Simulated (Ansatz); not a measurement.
TiSn3O8: vibrational free energy, entropy and heat capacity

Computed with Ansatz, DFT PBE, scalar-relativistic, plane waves, PAW. Cutoff 420 eV, 6×6×6 k-points (Γ-centred), fixed occupations. No spin polarisation. Phonons by linear response, acoustic sum rule imposed.

Relaxed structure:
```xyz
12
Lattice="-3.1773 3.3785 3.3838 3.1773 -3.3785 3.3838 3.1773 3.3785 -3.3838" Properties=species:S:1:pos:R:3 pbc="T T T"
Ti    0.0000    0.0000    3.3838
Sn    4.7584    0.0000    0.0000
Sn    1.5962    0.0000    0.0000
Sn    0.0000    3.3785    0.0000
O     1.6663    3.3785    1.2821
O     1.5110    0.0000    4.6659
O     0.0000    2.0254    3.3838
O     0.0000    5.4325    0.0000
O     1.6663    3.3785   -1.2821
O     1.5110    0.0000    2.1017
O     3.1773    1.3531    0.0000
O     0.0000    1.3245    0.0000
```

It was reached by relaxing an invented guess, and it needn't be the stable form of this composition. Spin–orbit coupling is left out, which matters for heavy elements.

Force constants from linear response on a 2×2×2 q mesh, interpolated to a fine mesh.

Problem. What is the zero-point energy per atom?

Solution. 66.3 meV.

Problem. How large are the vibrational entropy and heat capacity at 300 K?

Solution. S = 2.26 k_B and C_V = 2.31 k_B per atom, 77 % of the Dulong–Petit value.

Problem. Tabulate them against temperature.

Solution.
| T (K) | F_vib (meV/atom) | S (k_B/atom) | C_V (k_B/atom) |
| --- | --- | --- | --- |
| 100 | 65.0 | 0.49 | 0.89 |
| 200 | 56.7 | 1.42 | 1.81 |
| 300 | 40.8 | 2.26 | 2.31 |
| 400 | 18.2 | 2.96 | 2.56 |
| 500 | -10.0 | 3.55 | 2.70 |
| 600 | -42.8 | 4.05 | 2.79 |
| 700 | -79.6 | 4.49 | 2.84 |
| 800 | -119.9 | 4.87 | 2.88 |
| 900 | -163.4 | 5.21 | 2.90 |
| 1000 | -209.6 | 5.51 | 2.92 |
